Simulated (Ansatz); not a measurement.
input.yaml (Ansatz)

```yaml
crystal:
  lattice:
    - [2.7978245861, 0.0, 0.0]
    - [-1.398912293, 2.4229871669, 0.0]
    - [0.0, 0.0, 4.5463271285]
  atoms:
    - { symbol: Ir, position: [0.3333333333, 0.6666666667, 0.25], spin: 1.0 }
    - { symbol: Ir, position: [0.6666666667, 0.3333333333, 0.75], spin: 1.0 }
hamiltonian:
  xc: r2scan
  pseudopotentials:
    kind: paw
    azcp:
      Ir: "pseudopotentials/Ir.paw.azcp"
basis:
  ecutwfc: 500
  fft_grid_basis: typed
kpoints:
  mp_grid: { grid: [22, 22, 12], shift: [0, 0, 0] }
magnetization:
  spin_polarized: true
scf:
  occupations: { method: fermi_dirac, width: 0.05 }
output:
  stress: true
```

Output

```
Engine: ansatz 0.2.0, x86_64-unknown-linux-gnu
Pseudopotentials: kind: paw
Pseudopotential: Ir, paw, valence charge 17, recommended cutoff 500 eV (meta_gga) 
Functional definition: r2SCAN
  parameter k0 = 0.174
  parameter k1 = 0.065
  parameter a1 = 4.9479
  exchange = r2scan_x(k0 = k0, k1 = k1, a1 = a1)
  correlation = r2scan_c
Crystal: 2 atoms, lattice volume = 30.820 Å³
Basis set: ecut = 500 eV, 785 PW (Γ), exchange–correlation on 96×96×144 points (64 copies of the dense FFT grid, shifted against one another)
Bands: 22, of which v1, the nominal top of the filled ones, is band 17 counted from 1 (16 counted from 0)
Symmetry: 24 space group operations
Space group: P63/mmc (ITA 194), of the structure as read, at distance tolerance 3.1e-5 Å
Magnetic group: BNS 194.263 (UNI 1493), of the structure as read, at distance tolerance 3.1e-5 Å
k-points: 364 of 5808
Non-local potential: Ir, projectors of the file, l = 0: 3, l = 1: 2, l = 2: 2, l = 3: 1
PAW form: soft (Blöchl's): semilocal exchange-correlation on the pseudo side does not see the compensation charge
PAW frozen core: Ir, regenerated for the run's functional (the file was generated under x = pbe(κ = 0.804, μ = 0.2195149727645171), c = pbe(β = 0.06672455060314922))
PAW one-centre angular grid: Ir, 590 points (default); XC on 160 Gauss nodes
Initial density: superposition of atomic densities (chi_scale 0.1, normalization cell)
Starting moments: Σ|m| = 2 μB on 2 of 2 sites
Initial wavefunctions: pseudopotential atomic-orbital guess
Functional: x = r2scan, c = r2scan; τ floored in thin density (d = 2e-4 eV/Å³)
iter 1 solved again at ethr=1.18e-3 eV; its pass at ethr=3.10e-3 eV (dr2=4.01e-1 eV) is discarded
SCF iter   1: F=—  HF=-23896.752535 eV  |F-HF|=—  |Δ(HF+E_count)|=         —  Δρ=2.79e-2 (↑2.79e-2 ↓2.14e-2)  dr2=5.01e-1  dr2_τ=1.25e-2  dr2_m=4.89e-2  M=1.261 μB ∫|m|=1.288 μB  β_m=0.81  ethr=1.18e-3  ⟨swp⟩=2.0  Hψ=90455  notcnv=0
Mixer restart at iter 1: flushing history
spin=Collinear: Kerker preconditioning applied to the charge; magnetization (m = ρ↑ − ρ↓) channel mixes plain (no charge-response kernel on spin).
SCF iter   2: F=—  HF=-23896.716179 eV  |F-HF|=—  |Δ(HF+E_count)|=   3.64e-2  Δρ=1.46e-2 (↑1.46e-2 ↓1.18e-2)  dr2=1.54e-1  dr2_τ=3.90e-3  dr2_m=5.94e-3  M=1.146 μB ∫|m|=1.201 μB  β_m=1.00  ethr=1.18e-3  ⟨swp⟩=2.0  Hψ=25957  notcnv=0  κ⁻¹=1.0e0(r=1)
...
SCF iter  19: F=—  HF=-23897.091386 eV  |F-HF|=—  |Δ(HF+E_count)|=  5.42e-10  Δρ=6.41e-7 (↑6.41e-7 ↓6.03e-7)  dr2=1.92e-12  dr2_τ=1.86e-11  dr2_m=1.09e-10  M=-0.000 μB ∫|m|=0.000 μB  β_m=1.00  ethr=1.00e-12  ⟨swp⟩=2.5  Hψ=32146  notcnv=0  κ⁻¹=2.6e-7(r=8)
SCF iter  20: F=—  HF=-23897.091386 eV  |F-HF|=—  |Δ(HF+E_count)|=  2.47e-10  Δρ=4.27e-7 (↑4.27e-7 ↓4.20e-7)  dr2=2.23e-12  dr2_τ=8.23e-12  dr2_m=4.99e-11  M=-0.000 μB ∫|m|=0.000 μB  β_m=1.00  ethr=1.00e-12  ⟨swp⟩=2.0  Hψ=30308  notcnv=0  κ⁻¹=1.5e-7(r=8)
SCF iter  21: F=-23897.091386 eV  HF=-23897.091386 eV  |F-HF|=2.91e-11  |Δ(HF+E_count)|=  2.36e-10  Δρ=1.75e-7 (↑1.65e-7 ↓1.75e-7)  dr2=1.93e-12  dr2_τ=1.22e-12  dr2_m=7.56e-12  M=-0.000 μB ∫|m|=0.000 μB  ethr=1.00e-12  ⟨swp⟩=2.0  Hψ=31315  notcnv=0
SCF 1 converged in 21 iterations: F = -23897.091386 eV  dr2 = 1.93e-12
WARN: the starting moments were not kept: the SCF closed with an absolute magnetisation of 1.1e-5 μB, where they sum to 2 μB in size (2 sites). That is at most 0.1 of that sum. Measured as dr2_m measures the in/out step, that magnetisation stands 3.1e-11 eV from none, at or under the dr2_threshold of 1.0e-7 eV: it is no larger than a step whose dr2_m would equal this threshold. The system may hold no moment; this SCF shows only that its start led to no more than that. To try another start: raise the starting moments (crystal.atoms[].spin, magnetization.per_species, magnetization.initial_magnetization, or on a non-collinear deck that types none of these the spinor_matrix: blocks that start its atoms; where the total moment is fixed, keep their sum and leave initial_magnetization as it is; typed ones take the place of any that the run laid by itself, positive ones on a crystal's lanthanoids without a Hubbard term where scf.initial_density.shell_occupations: [] is typed) or, if the notice of its spin-set hold's release reads "site moments contracting" or "site moments show no strong build", lengthen the hold (scf.mixing.spin_hold: { on: { confirm: 4 } }; for m-r²SCAN on two components see the key's manual first). Each may lead to a state that holds a moment. A second SCF, from the converged charge density, with the starting moments and any scf.initial_density.shell_occupations laid on it anew, would have followed, and was not run: the deck does not ask for one (magnetization.retry_lost_moments is false, the default). To let it run, set magnetization.retry_lost_moments: true and run the deck again, where that key's refused combinations let it; where memory then withholds it, that run's warning says so.
this state was not tested for a lower state beside it, because the mixer in use, unlike msr1, does not test its closes by its own steps (another_mixer; see scf.mixing.algorithm and scf.lower_state_search)
SCF converged after 21 iterations
Magnetization: -0.0000 μB (17.0000 up, 17.0000 down)
Absolute magnetization: 0.0000 μB (∫|ρ↑−ρ↓|, with the PAW one-centre terms)
Spin contamination: 0.0000 ħ² per cell (⟨S²⟩ above its minimum at these occupations)
Per-site moments (μB) at R_I (Å): [(-5.183414834101185e-6, 1.1503164908806816), (-5.183414833867318e-6, 1.1503164908806816)]
Free energy (F): -23897.091386 eV
Harris-Foulkes:  -23897.091386 eV  (|F-HF|=2.91e-11)
Internal energy: -23897.069691 eV  (E = F + TS)
E sigma→0 (E₀):  -23897.080538 eV
Entropy (-TS):   -0.021696 eV (-10.848 meV/atom)
Fermi energy:    23.037204 eV
--- Per-component energies (eV) ---
  E_band       = -278.084211
  E_kinetic    = 1240.547031
  E_local      = -2329.781680  (includes V_loc(G=0)·N_el)
  E_nonlocal   = 147.627385
  E_hartree    = 882.034763
  E_xc         = -508.142233
  E_vxc        = -663.171972  (∫ρ·V_xc dr)
  E_paw        = -18498.850495  (= ΣΔE_a)
  E_vpaw       = -478.672945  (= ΣTr[D̂ρ^β])
  E_aug_tail   = -0.000028  (compensation charges beyond the density's cutoff)
  E_vtau       = 41.298446  (kinetic-family band-sum trace: ∫τ·v_τ [+ j·A + Jᵃ·Aᵃ] dr)
  E_ewald      = -4829.870647
  E_core_change = -0.633787  (= ΣΔE_core)
  E_smearing   = -0.021696  (= −TS)
  E_closure    = 0.000000  (closes the sum)
  Σ components = -23897.091386   (vs F -23897.091386, Δ=0.00e0)
--- Stress (GPa, compression-positive) ---
      -23.427681       0.000000       0.000000
        0.000000     -23.427681       0.000000
        0.000000       0.000000     -24.261000
  P = ⅓ Tr σ = -23.7055 GPa (-237.055 kbar)
```
